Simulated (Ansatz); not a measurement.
Does relaxation matter for the field gradients of BAs with Fe replacing B?

Start: a supercell of BAs (zinc blende type, F-43m) built from a COD entry, with all atoms left at the host's positions.

Space group F-43m (No. 216); a = 14.3310 Å.

```csv
site,Wyckoff,site symmetry,x,y,z
Fe,4a,-43m,0.0000,0.0000,0.0000
B2,48h,..m,0.1667,0.0000,0.1667
B5,16e,.3m,0.3333,0.8333,0.1667
B9,16e,.3m,0.6667,0.6667,0.3333
B15,24f,2.mm,0.5000,0.6667,0.5000
As28,16e,.3m,0.0833,0.9167,0.0833
As29,24g,2.mm,0.2500,0.9167,0.2500
As33,48h,..m,0.5833,0.7500,0.4167
As41,16e,.3m,0.4167,0.5833,0.4167
As54,4c,-43m,0.7500,0.2500,0.7500
```

One atom of each set is listed; the run and its k-mesh use a cell of 54 atoms with edges of 10.13, 10.13, 10.13 Å.

The numbers come from a DFT calculation in Ansatz (PBE, plane waves and PAW, scalar-relativistic, collinear spin, 420 eV cutoff, Γ-centred 2×2×2 k-points, Fermi–Dirac smearing 0.01 eV). Start moments as typed (μB): 5 on each Fe, none on the rest. The program fits them to the shells of the files, so those used differ somewhat.

The largest force at the start is 3.1 eV/Å. Relaxing the ions at fixed cell moves them by 0.128 Å at most (atom 28, As) and 0.036 Å rms.

```tsv
site	moved (Å)	first shell before	first shell after	V_zz before (10²¹ V/m²)	η before
Fe	0.000	4 As at 2.07 Å	4 As at 2.20 Å	0.00	–
B2	0.021	4 As at 2.07 Å	4 As at 2.05–2.07 Å	0.13	0.02
As28	0.128	1 Fe at 2.07 Å, 3 B at 2.07 Å	3 B at 2.05 Å, 1 Fe at 2.20 Å	-9.19	0.00
As29	0.002	4 B at 2.07 Å	4 B at 2.05–2.07 Å	1.66	0.18
As33	0.003	4 B at 2.07 Å	4 B at 2.07 Å	-0.39	0.27
As41	0.001	4 B at 2.07 Å	4 B at 2.07 Å	0.10	0.00
```

Q: How do the gradients change?

A: 

```tsv
site	V_zz after	η after	change of V_zz
Fe	0.00	–	0.00
B2	0.054	0.16	-0.08
As28	-6.82	0.00	+2.37
As29	-0.92	0.87	–
As33	0.53	0.46	–
As41	0.19	0.00	+0.09
```

The largest change of V_zz along a kept axis is on As28, from -9.19 to -6.82. In per cent, |V_zz| changes by -26 on As (all sites that start above 2). On As29, As33 the largest principal value lies along another axis in the second run, so the two V_zz can't be compared directly. Other sites with |V_zz| of 0.02 or less aren't listed.

The defect repeats with the cell of 54 atoms, so it feels its images: sites between two images don't show the values beside a lone defect, and zeros or small values of η there can come from the images' arrangement. The defect cell has no gap above 0.1 eV on its mesh, so the values can hang on the smearing and the k-mesh. The run lost most of its start moments on Fe; a state with other moments may lie lower.
Before: The cell keeps the host's lattice, and with the defect in it the PBE pressure is 5 GPa. The neighbours have not yet relaxed around the defect (largest force 3.1 eV/Å), so the values at and beside it are those of a strained start, not of the defect in a real crystal.
After: The relaxation keeps the site symmetry -43m of the start, so the impurity can't leave its site; a distortion that would localise the partly filled state isn't explored.
